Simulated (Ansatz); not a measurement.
This Ansatz input for HfMg3 in the AuCu3-type structure was spoiled on purpose:

```yaml
crystal:
  lattice:
    - [4.4351854621, 0.0, 0.0]
    - [0.0, 4.4351854621, 0.0]
    - [0.0, 0.0, 4.4351854621]
  atoms:
    - { symbol: Hf, position: [0.0, 0.0, 0.0] }
    - { symbol: Mg, position: [0.0, 0.5, 0.5] }
    - { symbol: Mg, position: [0.5, 0.5, 0.0] }
    - { symbol: Mg, position: [0.5, 0.0, 0.5] }
basis:
  ecutwfc: 420
  ecutrho_ratio: 4
kpoints:
  mp_grid: { grid: [8, 8, 8] }
hamiltonian:
  xc: pbe
  pseudopotentials: { kind: nc }
scf:
  occupations: { method: gaussian, width: 0.05 }
  max_iter: 80
output:
  forces: true
  stress: true
magnetization:
  spin_polarized: true
  spin_orbit: true
```

Launched as:
```sh
ansatz run input.yaml --threads 2 --pin off --max-ram 2662MiB --backend cpu --events-out ev --progress --plain --runs-dir out
```

**Question.** What is wrong with it?

**Answer.** Spin-orbit coupling on scalar files. Against the sound input: magnetization: {"spin_polarized": true, "spin_orbit": true}; hamiltonian.pseudopotentials: {"kind": "nc"} (the cap on iterations is only a precaution).

What the program printed:

```
Error: 2 input errors — fix all and re-run
  1. inconsistent input (magnetization.spin_orbit, magnetization.noncollinear): true requires noncollinear: true — spin–orbit coupling acts on 2-spinor wavefunctions; set both flags
  2. inconsistent input (magnetization.spin_orbit, hamiltonian.pseudopotentials.kind): true requires a fully-relativistic hamiltonian.pseudopotentials.kind (nc_fr or paw_fr), or kind: all_electron without datasets and azcp, which then solves Dirac's equation on LAPW. paw_fr resolves this project's PAW files (source: ansatz) by j as it reads them
```

The input was refused before any iteration. Cost: 0.02 s on 2 threads of Arm Neoverse V2, with other jobs on the host, peak memory 0.03 GiB. The run before the change (PBE, 420 eV, 8×8×8 mesh) gave:

```tsv
run	P (GPa)	gap on the mesh (eV)	cell moment (μB)	largest force component (eV/Å)
sound	0.0	metal	–	0.000
```

The structure was built from a prototype; whether the compound forms in it isn't claimed.
